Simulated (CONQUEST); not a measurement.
Worked example: self-consistent single point of Ge (Imma, 4 atoms in the cell; from Materials Project mp-1061054, changed as shown) in CONQUEST.

Level of theory: LDA (PW92), numerical atomic orbitals double-zeta with polarisation (the shipped basis), PseudoDojo norm-conserving potentials made for LDA in CONQUEST.

The change in words: lattice scaled by 1.02. Reference geometry (Imma):
```xyz
4
Lattice="4.9918 0.0000 0.0000 0.0000 5.3017 0.0000 0.0000 0.0000 2.8739" Properties=species:S:1:pos:R:3 pbc="T T T"
Ge     0.0000     3.9763     2.6898
Ge     0.0000     1.3254     0.1841
Ge     2.4959     1.3254     1.2528
Ge     2.4959     3.9763     1.6210
```

Reference input (self-consistent single point, DFT, LDA (PW92), numerical atomic orbitals double-zeta with polarisation (the shipped basis), PseudoDojo norm-conserving potentials made for LDA): basis = DZP; Diag.MPMeshX, Y, Z = 6 6 10; potentials = PseudoDojo norm-conserving LDA; Grid.GridCutoff = 140 Ha; DM.SolutionMethod = diagon; Diag.kT = 0.001837 Ha; Diag.GammaCentred = true; minE.SCTolerance = 1.0e-06; SC.MaxIters = 100; SC.LinearMixingFactor = 0.5; SC.KerkerPreCondition = true; SC.KerkerFactor = 0.1 1/bohr. This run's input differs from it in these lines:

```diff
@@ -30,5 +30,5 @@
 # file: Ge.in
-     9.433134869      0.000000000      0.000000000
-     0.000000000     10.018817687      0.000000000
-     0.000000000      0.000000000      5.430865012
+     9.621797566      0.000000000      0.000000000
+     0.000000000     10.219194796      0.000000000
+     0.000000000      0.000000000      5.539482690
 4
```

Output, abridged:

```
    new_SC_potl: Starting.  Tolerance:  0.10000E-05

    PulayMixSC: Starting Pulay mixing, A_up =  0.500 A_dn =  0.500
    PulayMixSC: Spin non-polarised calculation.
    PulayMixSC: with Kerker preconditioning, q0 =  0.100
          Harris-Foulkes Energy            :      -356.862104522448874 Ha
          GroundState Energy (E-(1/2)TS)   :      -356.862353637605622 Ha
          Free Energy (E-TS)               :      -356.862602752762371 Ha
          DFT Total Energy                 :      -356.849523537018115 Ha
          Total number of electrons        :        55.999999999999837
   [... lines left out ...]
          Total number of electrons        :        56.000064515590580
    PulayMixSC: Pulay iteration     5 residual:              0.20315E-05
          Harris-Foulkes Energy            :      -356.852857212056279 Ha
          GroundState Energy (E-(1/2)TS)   :      -356.853117817405973 Ha
          Free Energy (E-TS)               :      -356.853378422755668 Ha
          DFT Total Energy                 :      -356.852857211570324 Ha
          Total number of electrons        :        56.000065015816752
    PulayMixSC: Pulay iteration     6 residual:              0.24384E-06
    PulayMixSC: Reached SCF tolerance of  0.24384E-06 after      6 iterations
      | Number of electrons      =        56.000065
      |* band energy as 2Tr[K.H] =       -49.194714449007989 Ha
      |  screened ion-ion energy =      -281.333710743805625 Ha
      |  Ha correction           =         1.642047317209223 Ha
      |  XC correction           =       -27.966475906015937 Ha
      | GS Energy as E-(1/2)TS   =      -356.853117817405973 Ha
      | Free Energy as E-TS      =      -356.853378422755668 Ha
      |* Harris-Foulkes energy   =      -356.852857212056279 Ha
      |* DFT total energy        =      -356.852857211570324 Ha
      |  estimated accuracy      =        -0.000000000485954 Ha

    force: Forces on atoms (Ha/a0)
    force:  Atom   X              Y              Z
   [... lines left out ...]
    force:     4  -0.0000000000  -0.0000000000   0.0003430218

    force: Maximum force :        0.00034302(Ha/a0) on atom         4 in z direction
    force: Force Residual:        0.00034302 Ha/a0
    force: Total stress:          6.39590969     6.33620802     5.28348655 GPa
    force: Average pressure:     -6.00520142 GPa

    force: Finished force
    get_E_and_F: Change in energy during last step of electronic optimisation:  0.22256E-06
```

The run converged in 6 iterations. CONQUEST prints the stress tensor with tension positive. Against the reference run the free energy goes up by 31.6 meV/atom and the pressure goes from -2.39 to -6.01 GPa.

The program uses no crystal symmetry, so grid and mesh can part values that symmetry would make equal. The atom-centred basis is finite, which shifts total energies and pressures against plane waves. The structure comes from a collection of computed structures, made at another level of theory; the collection holds predicted forms beside known ones.

Cost on one core: about 60 core-seconds (a rough figure).
